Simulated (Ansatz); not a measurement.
## Data sheet: FeCo (DFT)

FeCo:
```
CELL_PARAMETERS angstrom
      2.80025     0.00000     0.00000
      0.00000     2.80025     0.00000
      0.00000     0.00000     2.80025
ATOMIC_POSITIONS crystal
  Fe 0.00000 0.00000 0.00000
  Co 0.50000 0.50000 0.50000
```
The run is spin-polarised; directions of the spins, atom by atom: ↑ ↑.

Space group Pm-3m (No. 221), CsCl type; conventional cell a = b = c = 2.800 Å, α = β = γ = 90.00°.

Method: plane-wave PAW PBEsol (Ansatz code). Geometry: relaxed at this level of theory. Other levels are named where they apply.

Cell and energy:

```json
{
  "volume_per_atom": "10.98 Å³",
  "density": "8.68 g/cm³",
  "Formation energy from the elements (no fitted shifts)": "-0.028 eV/atom"
}
```

Electronic structure:

```json
{
 "electronic_character": "metallic (no gap)",
 "Density of states at the Fermi level": "0.75 states/eV per atom (mean over ±0.08 eV)"
}
```

Magnetism:

```json
{
  "magnetic_order": "ferromagnetic",
  "net_moment": "2.22 μB per atom"
}
```

Mechanics:

```json
{
 "Bulk modulus (Birch–Murnaghan fit)": "216 GPa",
 "Pressure derivative B′": "4.8",
 "Elastic constants (relaxed ions, GPa)": "C11 = 293, C12 = 181, C44 = 148",
 "mechanical_stability": "stable (all eigenvalues of C positive)",
 "hill_bulk_and_shear_moduli": "218 and 100 GPa",
 "Young's modulus": "261 GPa",
 "Poisson's ratio": "0.30",
 "debye_temperature_from_the_elastic_constants": "509 K"
}
```

The cell was relaxed with PBEsol under the symmetry of its start. Spin order of the final state: ferromagnetic, chosen from 5 collinear starts compared on coarse meshes (ties went to the first, and starts can fall back to one state), not a proven ground state. Textbook magnetic order: ferromagnetic. As this level gives no gap, shear constants depend on the k-mesh and smearing (Fermi–Dirac, 0.1 eV here). The references are the lowest solids computed at this level, not always the standard phases.

Potentials: the earlier of the program's two PAW sets. The files were generated under PBE; for other functionals the program regenerates the frozen cores, and for LDA and PBEsol the local potential too.
